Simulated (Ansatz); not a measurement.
Ir:
```xyz
1
Lattice="0.0000 1.9351 1.9351 1.9351 0.0000 1.9351 1.9351 1.9351 0.0000" Properties=species:S:1:pos:R:3 pbc="T T T"
Ir     0.0000     0.0000     0.0000
```

Relaxed with PBE. Special points in fractions of this cell's reciprocal vectors: Γ (0.000, 0.000, 0.000); X (0.500, 0.000, 0.500); U (0.625, 0.250, 0.625); K (0.375, 0.375, 0.750); L (0.500, 0.500, 0.500); W (0.500, 0.250, 0.750).

List the band energies nearest the Fermi level at these points for DFT-PBE in the program Ansatz with PAW potentials.

In eV from the Fermi level; about four levels below and three above (degenerate sets whole), none deeper than 8.9 eV; … stands for higher levels left out; points with the same levels are listed once.

```json
[
 {"k": "Γ", "below": "-3.78 -3.78 -3.78 -1.19 -1.19", "above": "…"},
 {"k": "X", "below": "-7.69 -7.12", "above": "0.80 1.39 1.39"},
 {"k": "U", "below": "-6.75 -5.82 -2.83 -0.89", "above": "0.56 6.11 …"},
 {"k": "L", "below": "-7.89 -3.88 -3.88 -0.75", "above": "0.83 0.83 …"},
 {"k": "W", "below": "-6.08 -4.75 -4.75 -1.77", "above": "1.40 7.89 …"}
]
```

Space group Fm-3m (fcc (Cu type)). The cell was relaxed with PBE under the symmetry of its start. No spin polarisation was allowed. Scalar-relativistic: spin–orbit coupling is off unless named, which matters more the heavier the elements.

Potentials: the earlier of the program's two PAW sets.
